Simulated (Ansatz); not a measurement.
With r²SCAN in the plane-wave PAW code Ansatz, ScPd3C in the anti-perovskite structure (Pm-3m) relaxes to a = 4.179 Å. Sc has 12 nearest neighbours from 2.96 Å (cuboctahedral); C has 6 nearest neighbours from 2.09 Å (octahedral). Against the elements it lies at -0.20 eV/atom, with no fitted shifts.

Electronic character: metallic (no gap). Gap from r²SCAN with spin–orbit coupling: none (metallic).

The bulk modulus is 178 GPa. The relaxed-ion elastic constants in GPa are C11 = 274, C12 = 130, C44 = 6.8.

The start of the workflow was typed in or built on a structure type; neither database checked (COD, Materials Project) lists it. Whether it is the stable phase at ambient conditions was not checked. The r²SCAN relaxation kept the symmetry of its start; its stability against distortions is not shown here. The run is not spin-polarised. As this level gives no gap, shear constants depend on the k-mesh and smearing (Fermi–Dirac, 0.1 eV here). The references are the lowest solids computed at this level, not always the standard phases. Spin–orbit coupling is left out wherever it is not named.

Potentials: the later of the program's two PAW sets.
